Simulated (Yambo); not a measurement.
G0W0@PBEsol for Na3MoO3F3 (space group R3, No. 146) in Yambo (2×2×2 mesh, 7 Ry block, plasmon pole, screening fixed), without a terminator:

| bands N in G | gap L → Z (eV) | shift of the valence edge (eV) |
|---|---|---|
| 88 | 7.466 | -0.624 |
| 136 | 7.347 | -0.861 |
| 203 | 7.283 | -1.017 |

Problem. Extrapolate both columns to infinite N with E(N) = E∞ + A/N, test the form, and compare with the terminator.

Solution. From two points, E∞ = (N2 E2 − N1 E1)/(N2 − N1). The two largest N give 7.15 eV for the gap and -1.33 eV for the shift; the two smallest give 7.13 eV and -1.30 eV. For the gap the slopes A are 30 and 26 eV: the 1/N form holds. For the shift the slopes A are 59 and 64 eV: the 1/N form holds. With the Bruneval-Gonze terminator and 203 bands the run gives 7.23 eV and -1.22 eV, 0.07 eV and 0.12 eV from the extrapolated values: the terminator too is an estimate of the remainder. Block, mesh and the bands in W are held fixed.

Spin-orbit coupling is not included.

Geometry of the Materials Project entry, not relaxed at this level; primitive cell a = 5.806 Å, b = 5.806 Å, c = 5.806 Å, α = 57.29°, β = 57.29°, γ = 57.29°.

A shift is the quasiparticle energy of the state minus its PBEsol energy.
